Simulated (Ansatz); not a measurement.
# Si₂W: clamped-ion strain scan

All numbers below come from DFT r2SCAN, scalar-relativistic, plane waves, PAW in Ansatz. Settings: plane waves to 500 eV, k-mesh 12×12×6 (Γ-centred), Gaussian smearing 0.03 eV. Spin–orbit coupling is left out, which matters for the heavy elements here. No spin polarisation. Energies are free energies at this smearing, counted from the undisturbed cell; pressure is positive in compression.

The starting cell (relaxed at this level; this form isn't the usual structure):

```
Si W
1.0
     4.57969    0.00000    0.00000
    -2.28984    3.96613    0.00000
     0.00000    0.00000    6.60915
Si W
6 3
Direct
  0.83640 0.67281 0.50000
  0.16360 0.83640 0.83333
  0.67281 0.83640 0.16667
  0.16360 0.32719 0.50000
  0.83640 0.16360 0.83333
  0.32719 0.16360 0.16667
  0.00000 0.50000 0.16667
  0.50000 0.50000 0.83333
  0.50000 0.00000 0.50000
```

The cell is strained by ε times the Voigt pattern (1, 0, 0, 0, 0, 0) (xx, yy, zz, yz, xz, xy; engineering shear) with fractional coordinates fixed.

```tsv
ε	ΔE (meV/atom)	stress summed along the pattern (GPa, tension positive)	pressure (GPa)	gap on the mesh (eV)
-0.1000	256.2	-69.93	34.5	0.15
-0.0500	55.8	-28.69	?	?
0.0000	0.0	0.02	0.0	0.12
0.0750	88.3	25.22	-13.0	0.00
```

(1) Give the withheld values.

Results:

(1) pressure (GPa) at ε = -0.0500: 14.1; gap on the mesh (eV) at ε = -0.0500: 0.13.